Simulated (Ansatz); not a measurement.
# Ti3Al: from a starting cell to a relaxed one

The start is a randomly generated symmetric cell of Ti3Al (space group No. 160). Cell shape, volume and atoms are optimised at zero target pressure with r2SCAN (plane waves to 500 eV, PAW, scalar-relativistic; Ansatz, a first-principles code). First-step values are on the input's coarse k-mesh.

Ansatz input (later rounds restart from its end on a renewed k-mesh):
Ansatz 0.2 input:
```yaml
crystal:
  lattice:
    - [2.7564852, 1.5914575, 3.1474264]
    - [-2.7564852, 1.5914575, 3.1474264]
    - [0, -3.1829149, 3.1474264]
  atoms:
    - { symbol: Al, position: [0.33654195, 0.33654195, 0.33654195] }
    - { symbol: Ti, position: [0.55396002, 0.55396002, 0.55396002] }
    - { symbol: Ti, position: [0.84219499, 0.84219499, 0.84219499] }
    - { symbol: Ti, position: [0.1368074, 0.1368074, 0.1368074] }
basis: { ecutwfc: 500, ecutrho_ratio: 4, xc_grid: 4, fft_grid_basis: typed }
kpoints: { mp_grid: { grid: [8, 8, 8] } }
hamiltonian:
  xc: r2scan
  dispersion: none
  pseudopotentials: { kind: paw }
scf: { occupations: { method: fermi_dirac, width: 0.05 } }
relax: { f_tol: 0.01, max_steps: 100, cell: { stress_tol: 0.02 } }
output: { forces: true, stress: true }
```

- Outcome = The space group goes from R3m (No. 160) to Fm-3m (No. 225); the end is AFLOW prototype AB3_cF16_225_a_bc (D0_3, as in BiF3), with 4 atoms in the primitive cell
- Energy released = about 2.1 eV/atom
- Volume change = -19.9 %, from 20.71 to 16.58 Å³/atom
- Shortest distances (start → end) = The closest pairs of elements (up to four, under 3.6 Å), start → end: Al–Ti 1.89 → 2.78 Å; Ti–Ti 2.72 → 2.78 Å
- Band gap at the end = zero (metallic)
- Optimiser moves = 8

Final values are on a 13×13×13 k-mesh of the relaxed cell. The start holds a very short contact (Al–Ti 1.89 Å). No spin polarisation in the result. A magnetic state may lie lower.

The run could not lose the symmetry of its start.

The first start was generated by a random draw of sites in a space group. Materials Project lists a structure of Ti3Al in the same space group, Fm-3m (No. 225); the sites were not compared with it, nor with measured phases. Known forms of Ti3Al include space group No. 194.
